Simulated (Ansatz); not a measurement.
Theory: DFT PBE, scalar-relativistic, plane waves, PAW (Ansatz). All cells share a 420 eV cutoff and Γ-centred k meshes spaced at most about 0.3 Å⁻¹ (about 0.25 or finer for metals, 2π included). Collinear spin in cells that started with moments and kept them past the coarse steps, no spin elsewhere.

All energies are static (0 K, no zero-point motion). All come from trial cells, and lower structures may exist.

Question: Order these relaxed structures of TaGe₃Ru by energy, lowest first, with the energy over the lowest of them.
A.

```xyz
5
Lattice="3.4826 0.0000 0.0000 0.0000 3.4826 0.0000 0.0000 0.0000 7.6786" Properties=species:S:1:pos:R:3 pbc="T T T"
Ta    1.7413    1.7413    3.8393
Ge    0.0000    0.0000    6.3973
Ge    0.0000    0.0000    1.2813
Ge    0.0000    0.0000    3.8393
Ru    1.7413    1.7413    0.0000
```

B.

```xyz
5
Lattice="4.6925 0.0000 0.0000 0.0000 4.6925 0.0000 0.0000 0.0000 4.6925" Properties=species:S:1:pos:R:3 pbc="T T T"
Ta    0.0000    0.0000    0.0000
Ge    0.0000    2.3463    2.3463
Ge    2.3463    0.0000    2.3463
Ge    2.3463    2.3463    0.0000
Ru    2.3463    2.3463    2.3463
```

C.

```xyz
5
Lattice="3.6828 0.0000 0.0000 0.0000 3.6828 0.0000 0.0000 0.0000 6.8973" Properties=species:S:1:pos:R:3 pbc="T T T"
Ta    1.8414    1.8414    3.6360
Ge    1.8414    0.0000    1.5603
Ge    0.0000    1.8414    1.5603
Ge    0.0000    0.0000    4.3943
Ru    0.0000    0.0000    6.8387
```

D.

```xyz
5
Lattice="5.4027 0.0000 0.0000 -2.7013 4.6789 0.0000 0.0000 0.0000 4.7314" Properties=species:S:1:pos:R:3 pbc="T T T"
Ta    0.0000    0.0000    2.3657
Ge    2.7013    0.0000    0.0000
Ge   -1.3507    2.3394    0.0000
Ge    1.3507    2.3394    0.0000
Ru    0.0000    0.0000    0.0000
```

Answer: C (0 meV/atom), A (384 meV/atom), B (810 meV/atom), D (888 meV/atom). Forms: C P4mm, no spin; A P4/mmm, moments up to 0.5 μB; B antiperovskite type, Pm-3m, no spin; D P6/mmm, no spin. Counting Ge atoms around Ru and Ta (those within 1.25 times the shortest such distance or 1.15 times the sum of covalent radii; the shortest distance is added where it exceeds 1.18 times the sum of covalent radii): C has Ta 8, Ru 5; A has Ta 4, Ru 8; B has Ta 12, Ru 6; D has Ta 12 from 3.6 Å, Ru 6. C holds Ge–Ge nets (shortest 2.60 Å); A holds Ge–Ge chains (shortest 2.56 Å) (bonds between like non-metal atoms; other contacts aren't counted). Even the lowest lies +0.19 eV/atom against the elements.

These runs have no spin–orbit coupling, which can matter for Ta. Another magnetic order may lie lower. Cells relaxed within their symmetry can be saddle points. Some structure types and database cells were kept out of the candidates from the start, so a known form may be missing.
